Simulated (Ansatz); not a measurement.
Na (diamond, Fd-3m) under volume change, the program Ansatz at the PBEsol level (PAW), scaled uniformly.

```tsv
V (Å³/atom)	E − E(relaxed) (meV/atom)	P (GPa)
47.708	4.8	0.35
49.281	2.0	0.22
50.854	0.5	0.10
52.426	0.0	0.00
53.999	0.4	-0.09
55.572	1.7	-0.17
57.145	3.7	-0.23
```

Q: What does a third-order Birch–Murnaghan fit give for V₀, B₀ and B′?

A: V₀ = 52.43 Å³/atom, B₀ = 3.1 GPa, B′ = 3.5.

The start of the workflow was typed in or built on a structure type; neither database checked (COD, Materials Project) lists it. It is not the phase usual at ambient conditions (space group No. 229). The PBEsol relaxation kept the symmetry of its start. At this level the phase is mechanically unstable.

Potentials: the later of the program's two PAW sets.
